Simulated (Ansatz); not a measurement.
Equation of state of magnesium, omega (AlB2-type)

Method: DFT, r2SCAN, plane waves (500 eV) with PAW, scalar-relativistic (Ansatz 0.2.0). (PAW data from PBE, frozen cores regenerated.)

The cell is scaled uniformly from the relaxed one, with fractional coordinates and shape fixed. Energies are extrapolated to zero smearing, pressures are those at the given smearing. Magnetic state: spin not included.

```
V (Å³/atom)  E − E₀ (meV/atom)  P (GPa)
     20.105               46.6     6.13
     21.018               19.1     3.67
     21.932                4.3     1.65
     22.846                0.0    -0.01
     23.760                4.3    -1.38
     24.674               15.7    -2.51
     25.588               32.9    -3.43
```

(1) Fit a third-order Birch-Murnaghan equation.

Answers

(1) V₀ = 22.82 Å³/atom, B₀ = 38 GPa, B₀′ = 3.9.
